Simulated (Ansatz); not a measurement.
BN (zinc blende, F-43m) at seven volumes, plane-wave PAW PBEsol (Ansatz code), scaled uniformly. One row is withheld.

```json
[
 {"V (Å³/atom)": "5.330", "P (GPa)": "43.09"},
 {"V (Å³/atom)": "5.505", "P (GPa)": "26.65"},
 {"V (Å³/atom)": "5.681", "P (GPa)": "?"},
 {"V (Å³/atom)": "5.857", "P (GPa)": "-0.01"},
 {"V (Å³/atom)": "6.033", "P (GPa)": "-10.78"},
 {"V (Å³/atom)": "6.208", "P (GPa)": "-20.15"},
 {"V (Å³/atom)": "6.384", "P (GPa)": "-28.30"}
]
```

**Question.** Fit the shown pressures and predict the withheld one.

**Answer.** Third-order Birch–Murnaghan: P = (3/2)B₀(x^(7/2) − x^(5/2))[1 + (3/4)(B′ − 4)(x − 1)] with x = (V₀/V)^(2/3). Least squares on the six rows gives V₀ = 5.857 Å³/atom, B₀ = 384.7 GPa, B′ = 3.67. At V = 5.681, x = 1.0205 and P = 12.41 GPa. The run itself gave 12.39 GPa.

Symmetry was held in the PBEsol relaxation.

Potentials: the earlier of the program's two PAW sets. The files were generated under PBE; for other functionals the program regenerates the frozen cores, and for LDA and PBEsol the local potential too.
